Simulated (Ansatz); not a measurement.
SnRu$_{3}$C (anti-perovskite, space group No. 221) under volume change, DFT-PBE in the program Ansatz with PAW potentials, scaled uniformly.

```
V (Å³/atom)  E − E(relaxed) (meV/atom)  P (GPa)
-----------  -------------------------  -------
12.458                           102.1    29.07
12.869                            42.6    17.66
13.279                            10.0     8.06
13.690                             0.0    -0.01
14.101                             9.0    -6.80
14.511                            33.9   -12.49
14.922                            72.2   -17.26
```

Q: What does a third-order Birch–Murnaghan fit give for V₀, B₀ and B′?

A: V₀ = 13.69 Å³/atom, B₀ = 246 GPa, B′ = 4.8.

Space group Pm-3m (anti-perovskite). The start of the workflow was typed in or built on a structure type; neither database checked (COD, Materials Project) lists it. Its standing as an ambient phase is unchecked. The PBE relaxation kept the symmetry of its start; whether a distortion lowers the energy is not shown. No spin polarisation was allowed. Scalar-relativistic: spin–orbit coupling is off unless named, which matters more the heavier the elements.

Potentials: the later of the program's two PAW sets.
